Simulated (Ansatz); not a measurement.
Polymorphs of Te₂Pt, each relaxed with DFT-LDA in the program Ansatz with PAW potentials:

A: R-3m
a = b = 3.933 Å, c = 17.147 Å, α = β = 90.00°, γ = 120.00°

```
atom  site  symmetry       x       y       z
----  ----  --------  ------  ------  ------
Pt      3a       -3m  0.0000  0.0000  0.0000
Te      6c        3m  0.0000  0.0000  0.2521
```

B: P-3m1
a = 4.0200 Å, b = 4.0200 Å, c = 5.0907 Å, α = 90.00°, β = 90.00°, γ = 120.00°

```tsv
atom	site	symmetry	x	y	z
Te	2d	3m.	0.3333	0.6667	0.2633
Pt	1a	-3m.	0.0000	0.0000	0.0000
```

**Question.** Order them by energy per atom at 0 K (lowest first) at the level LDA.

**Answer.** B (+0 meV/atom), A (+55 meV/atom)

Constructed cells (a structure type filled with these elements, in neither database checked): A. Weakly bound layers, chains or molecules computed without a dispersion correction, so cells and soft constants are ill determined: A; B. All cells were relaxed under the symmetry of their starts (and spin orders); stability against distortions was not tested throughout. Rows with no word on spin ran without spin polarisation. Spin–orbit coupling is left out wherever it is not named.

Energies hold the estimated change up to a 700 eV cutoff; steps of a few meV lie near the error of the meshes.

Potentials: the later of the program's two PAW sets.
